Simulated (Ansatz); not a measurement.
C in space group Im-3m (No. 229; C on 12d) under volume change, r²SCAN in the plane-wave PAW code Ansatz, scaled uniformly.

```json
[
 {"V (Å³/atom)": "6.320", "E − E(relaxed) (meV/atom)": "…", "P (GPa)": "…"},
 {"V (Å³/atom)": "6.528", "E − E(relaxed) (meV/atom)": "29.6", "P (GPa)": "23.87"},
 {"V (Å³/atom)": "6.736", "E − E(relaxed) (meV/atom)": "7.1", "P (GPa)": "11.10"},
 {"V (Å³/atom)": "6.945", "E − E(relaxed) (meV/atom)": "0.0", "P (GPa)": "0.02"},
 {"V (Å³/atom)": "7.153", "E − E(relaxed) (meV/atom)": "…", "P (GPa)": "…"},
 {"V (Å³/atom)": "7.361", "E − E(relaxed) (meV/atom)": "24.5", "P (GPa)": "-18.00"},
 {"V (Å³/atom)": "7.570", "E − E(relaxed) (meV/atom)": "52.7", "P (GPa)": "-25.27"}
]
```

Q: Some entries are withheld; supply them.

A: 
- 6.320, E − E(relaxed) (meV/atom): 70.0
- 6.320, P (GPa): 38.56
- 7.153, E − E(relaxed) (meV/atom): 6.4
- 7.153, P (GPa): -9.62

Q: What does a third-order Birch–Murnaghan fit give for V₀, B₀ and B′?

A: V₀ = 6.95 Å³/atom, B₀ = 344 GPa, B′ = 3.7.

The start of the workflow was typed in or built on a structure type; neither database checked (COD, Materials Project) lists it. It is not the phase usual at ambient conditions (space group No. 194, 227). Symmetry was held in the r²SCAN relaxation; whether a distortion lowers the energy is not shown.

Potentials: the earlier of the program's two PAW sets.
